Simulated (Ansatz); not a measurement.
Re (hcp, Mg type)

```
Re
1.0
    2.75787     0.00000     0.00000
   -1.37894     2.38839     0.00000
    0.00000     0.00000     4.46284
Re
2
Cartesian
  0.00000   1.59226   3.34713
  1.37894   0.79613   1.11571
```

The slice is a (-1 1 0 2) plane (indices of the conventional cell) through the point (0.667, 0.333, 0.250) (fractional), spanned by u = [110] and v = [1 -1 1] in vectors of this cell: u (2.76 Å) and v (6.54 Å, at 90° to u). It covers one period; positions are fractions (u, v).

All values below come from r2SCAN (plane waves to 500 eV, PAW, scalar-relativistic; Ansatz, a program for electronic structure). k mesh 19×19×11. These are valence fields of a PAW run, semicore shells included where kept as valence: close to a nucleus they are smooth pseudo fields. Re is run without spin polarisation. Re was relaxed with its symmetry unable to fall. Spin-orbit coupling is left out, though Re is heavy.

Task: What is the valence density on the shortest Re–Re line in this plane (2.76 Å), at its midpoint?

Result: 0.42 e/Å³.

Task: What is the ELF at the midpoint of the shortest Re–Re line in this plane (2.76 Å)?

Result: 0.38.

Task: Sketch the valence electron density on this plane as a map.

Result: 
```
|999999664422112244669999|
|999977553311111133557799|
|776655331111001111335566|
|443322111100000011112233|
|222211110000000000111122|
|111111000000000000001111|
|222211110000000000111122|
|333322111100000011112233|
|665544221111001111224455|
|777766442211111122446677|
|888877442211111122447788|
|888877442211111122447788|
|777766442211111122446677|
|665544221111111111224455|
|333322221111111111222233|
|111111111111111111111111|
|001111111122222211111111|
|000000111122222211110000|
|000000111122222211110000|
|000000111122222211110000|
|000000111122222211110000|
|000000111111111111110000|
|111111111111111111111111|
|443333221111111111223333|
|776655332211111122335566|
|999977553311111133557799|
|999999664422112244669999|
|999999774422112244779999|
```
Scale: ten equal steps from -0.65 (start of '0') to 0.84 (end of '9'), in the order '0123456789'. Values: log₁₀ of the valence density in e/Å³. The map has 12 points along u (two characters each, u = 0 at the left) and 28 along v (v = 0 in the bottom row). The scale is logarithmic, as a density can span decades between atoms and voids.
